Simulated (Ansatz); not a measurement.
## One run on VFe3 (Cmmm): spiral at q = 0

Method: DFT, LDA, all-electron LAPW, scalar-relativistic (Ansatz 0.2.0).

Command: `ansatz run input.yaml --threads 2 --pin off --max-ram 6144MiB --backend cpu --events-out ev --progress --plain --runs-dir out`

```yaml
crystal:
  lattice:
    - [1.460994, -2.0119068829, 0.0]
    - [1.460994, 2.0119068829, 0.0]
    - [0.0, 0.0, 8.0314093304]
  atoms:
    - { symbol: V, position: [0.0, 0.0, 0.0], spin: 0.3, spin_axis: [-1.0, 0.0, 0.0] }
    - { symbol: Fe, position: [0.5, 0.5, 0.747013], spin: 1.8, spin_axis: [1.0, 0.0, 0.0] }
    - { symbol: Fe, position: [0.0, 0.0, 0.5], spin: 2.3, spin_axis: [1.0, 0.0, 0.0] }
    - { symbol: Fe, position: [0.5, 0.5, 0.252987], spin: 1.8, spin_axis: [1.0, 0.0, 0.0] }
magnetization:
  noncollinear: true
  spin_spiral: { q: [0.0, 0.0, 0.0] }
kpoints:
  mp_grid: { grid: [9, 9, 3] }
scf:
  occupations: { method: fermi_dirac, width: 0.03 }
  lower_state_search: "off"
hamiltonian:
  xc: lda
  pseudopotentials: { kind: all_electron, lapw: { basis_error: 0.001 } }
output:
  eigenvalues: false
```

Log:

```
settings of this run that can trade accuracy for cost: output.eigenvalues: false. Do not mix this run's numbers with those of runs without the same settings; the input reference describes each key
LAPW: plane waves up to 9.063 Å⁻¹, error target 1.0e-3 eV per atom; small_component_spin mean_spin; V in spheres of 1.232 Å, 13 of its electrons in bands, Dirac shells []; Fe in spheres of 1.232 Å, 16 of its electrons in bands, Dirac shells [] (how accurate: hamiltonian.pseudopotentials.lapw.basis_error, Limitations)
Engine: ansatz 0.2.0
Pseudopotentials: kind: all_electron
Pseudopotential: V, LAPW, valence charge 13, lapw/all_electron/scalar/gaussian/V, Koelling and Harmon's equation, gaussian nucleus
Pseudopotential: Fe, LAPW, valence charge 16, lapw/all_electron/scalar/gaussian/Fe, Koelling and Harmon's equation, gaussian nucleus
Functional definition: SPW92
  exchange = slater_x
  correlation = pw_c
Crystal: 4 atoms, lattice volume = 47.215 Å³
Basis set: ecut = 312.91261640034094 eV, 599 PW (Γ), exchange–correlation at level 2
Bands: 74, of which v1, the nominal top of the filled ones, is band 61 counted from 1 (60 counted from 0)
Symmetry: 8 space group operations
k-points: 50 of 243
Spin spiral: q = (0, 0, 0) of the reciprocal vectors; moments are told in the frame that turns with it, a site's in that at the site
Non-local potential: V, projectors of the file, none
Non-local potential: Fe, projectors of the file, none
Initial density: superposition of atomic densities (chi_scale 0.1, normalization cell)
Starting moments: Σ|m| = 6.2 μB on 4 of 4 sites
Initial wavefunctions: plane waves of lowest kinetic energy (no species holds an atomic orbital)
Functional: x = slater, c = lda
iter 1 solved again at ethr=2.94e-3 eV; its pass at ethr=1.00e-1 eV (dr2=1.79e0 eV) is discarded
SCF iter   1: F=—  HF=-129501.776752 eV  |F-HF|=—  |Δ(HF+E_count)|=         —  Δρ=3.21e-2  dr2=1.79e0  dr2_m=1.62e-2  ethr=2.94e-3  |M|=5.33e0 ∫|m|=5.90e0 μB  β_m=0.30  ⟨swp⟩=2.0  Hψ=27110  notcnv=0
preconditioner: auto → Kerker (q_TF=auto, 2.847 Å⁻¹)  [metal: Δε(μ)=0.006 eV  Ē_g=3.745 eV  σ=0.030 eV  W_gap=0.05  n_scr=18 (ndim 8)  ℏωp=29.1 eV  f_vac=0.000  D(μ)=2.93/eV (n_scr^D=34)]
spin=Noncollinear: Kerker preconditioning applied to the charge; magnetization (m_x, m_y, m_z) channels mix plain (no charge-response kernel on spin).
SCF iter   2: F=—  HF=-129501.469904 eV  |F-HF|=—  |Δ(HF+E_count)|=   3.07e-1  Δρ=3.07e-2  dr2=1.14e0  dr2_m=1.77e-2  ethr=2.94e-3  |M|=5.39e0 ∫|m|=6.14e0 μB  β_m=0.30  ⟨swp⟩=2.1  Hψ=11756  notcnv=0
SCF iter   3: F=—  HF=-129501.667274 eV  |F-HF|=—  |Δ(HF+E_count)|=   1.97e-1  Δρ=5.42e-2  dr2=8.61e0  dr2_m=9.35e-3  ethr=1.86e-3  |M|=5.41e0 ∫|m|=6.00e0 μB  β_m=0.30  ⟨swp⟩=2.3  Hψ=11764  notcnv=0  defer=1
SCF iter   4: F=—  HF=-129501.318714 eV  |F-HF|=—  |Δ(HF+E_count)|=   3.49e-1  Δρ=1.74e-2  dr2=1.54e0  dr2_m=5.68e-3  ethr=1.86e-3  |M|=5.46e0 ∫|m|=6.21e0 μB  β_m=1.00  ⟨swp⟩=2.0  Hψ=11748  notcnv=0
SCF iter   5: F=—  HF=-129501.335867 eV  |F-HF|=—  |Δ(HF+E_count)|=   1.72e-2  Δρ=1.56e-2  dr2=7.60e-1  dr2_m=1.97e-3  ethr=1.86e-3  |M|=5.53e0 ∫|m|=6.34e0 μB  β_m=1.00  ⟨swp⟩=2.0  Hψ=11696  notcnv=0
[...]
the basis was enlarged: its passes take 7.0 MiB over the memory plan, 2 of 2 planned eigensolver slots
[...]
SCF iter  11: F=—  HF=-129501.286670 eV  |F-HF|=—  |Δ(HF+E_count)|=   1.97e-3  Δρ=3.25e-3  dr2=1.69e-2  dr2_m=2.67e-4  ethr=3.78e-7  |M|=5.54e0 ∫|m|=6.53e0 μB  β_m=0.09  ⟨swp⟩=3.0  Hψ=12095  notcnv=0  recentre
SCF iter  12: F=—  HF=-129501.284742 eV  |F-HF|=—  |Δ(HF+E_count)|=   1.93e-3  Δρ=9.44e-4  dr2=2.62e-4  dr2_m=9.65e-5  ethr=3.78e-7  |M|=5.55e0 ∫|m|=6.53e0 μB  β_m=0.21  ⟨swp⟩=3.0  Hψ=11837  notcnv=0
SCF iter  13: F=—  HF=-129501.284921 eV  |F-HF|=—  |Δ(HF+E_count)|=   1.80e-4  Δρ=2.04e-4  dr2=1.75e-5  dr2_m=4.51e-6  ethr=3.78e-7  |M|=5.55e0 ∫|m|=6.55e0 μB  β_m=0.37  ⟨swp⟩=2.0  Hψ=11149  notcnv=0
SCF iter  14: F=—  HF=-129501.284924 eV  |F-HF|=—  |Δ(HF+E_count)|=   2.84e-6  Δρ=1.06e-4  dr2=2.16e-5  dr2_m=6.29e-7  ethr=2.87e-8  |M|=5.56e0 ∫|m|=6.56e0 μB  β_m=0.64  ⟨swp⟩=2.0  Hψ=11147  notcnv=0
SCF iter  15: F=—  HF=-129501.284930 eV  |F-HF|=—  |Δ(HF+E_count)|=   5.37e-6  Δρ=5.53e-5  dr2=8.18e-6  dr2_m=4.16e-8  ethr=2.87e-8  |M|=5.56e0 ∫|m|=6.56e0 μB  β_m=0.66  ⟨swp⟩=2.0  Hψ=11146  notcnv=0
SCF iter  16: F=—  HF=-129501.284929 eV  |F-HF|=—  |Δ(HF+E_count)|=   1.98e-7  Δρ=2.45e-5  dr2=1.90e-6  dr2_m=1.15e-8  ethr=1.34e-8  |M|=5.56e0 ∫|m|=6.56e0 μB  β_m=0.71  ⟨swp⟩=2.0  Hψ=11146  notcnv=0
SCF iter  17: F=—  HF=-129501.284929 eV  |F-HF|=—  |Δ(HF+E_count)|=   9.16e-8  Δρ=8.67e-6  dr2=1.09e-7  dr2_m=8.52e-10  ethr=3.12e-9  |M|=5.56e0 ∫|m|=6.56e0 μB  β_m=0.66  ⟨swp⟩=2.0  Hψ=11146  notcnv=0
SCF iter  18: F=-129501.284929 eV  HF=-129501.284929 eV  |F-HF|=4.33e-8  |Δ(HF+E_count)|=   6.40e-9  Δρ=3.42e-6  dr2=2.16e-8  dr2_m=1.01e-10  ethr=1.78e-10  |M|=5.56e0 ∫|m|=6.56e0 μB  ⟨swp⟩=2.0  Hψ=11146  notcnv=0
SCF 1 converged in 18 iterations: F = -129501.284929 eV  dr2 = 2.16e-8
SCF converged after 18 iterations
Magnetization: |M| = 5.5568 μB,  M = (+5.5568, -0.0000, +0.0000) μB
Absolute magnetization: 6.5571 μB (∫|m|)
  site 0: m = (-0.3501, +0.0000, +0.0000) μB, |m| = 0.3501 μB  (R = 1.23 Å)
  site 1: m = (+1.8587, +0.0000, +0.0000) μB, |m| = 1.8587 μB  (R = 1.23 Å)
  site 2: m = (+2.3346, -0.0000, +0.0000) μB, |m| = 2.3346 μB  (R = 1.23 Å)
  site 3: m = (+1.8587, +0.0000, +0.0000) μB, |m| = 1.8587 μB  (R = 1.23 Å)
Free energy (F): -129501.284929 eV
Harris-Foulkes:  -129501.284929 eV  (|F-HF|=4.33e-8)
Internal energy: -129501.274741 eV  (E = F + TS)
E sigma→0 (E₀):  -129501.279835 eV
Entropy (-TS):   -0.010189 eV (-2.547 meV/atom)
Fermi energy:    18.091521 eV
--- Per-component energies (eV) ---
  E_band       = -774.519897
  E_kinetic    = 131126.701148
  E_xc         = -5564.762241
  E_electrostatic = -255063.213647  (all electrons and nuclei)
  E_smearing   = -0.010189  (= −TS)
  E_closure    = 0.000000  (closes the sum)
  E_atoms      = -129461.256055  (free atoms, spherical and without spin; not in F)
  Σ components = -129501.284929   (vs F -129501.284929, Δ=0.00e0)
  Basis errors (estimates in eV, not in F): energy 2.6e-4 per atom: plane waves 2.1e-4 (1.1e-4 summed), levels above the bands 6.7e-25, relativity 7.8e-9, radial functions 4.8e-5, core shells 5.2e-7; eigenvalues (radial functions only) 8.4e-7; not estimated: angular momenta, meshes, grids; target (lapw.basis_error) 1.0e-3; muffin-tin radii V 1.232 Å, Fe 1.232 Å
settings of this run that can trade accuracy for cost: output.eigenvalues: false. Do not mix this run's numbers with those of runs without the same settings; the input reference describes each key
```

Site moments (μB): V1 -0.35, Fe2 1.86, Fe3 2.33, Fe4 1.86. Cell moment 5.56 μB in the turning frame.

The Ansatz runs typed with the search for lower states off end where their start leads. The magnetic state is the one that this cell and start allow. It needn't be the compound's measured order, which may need a larger cell or be absent.

It took 5.4 min on 2 threads of Arm Neoverse V1 (shared host), peak memory 1.3 GiB.
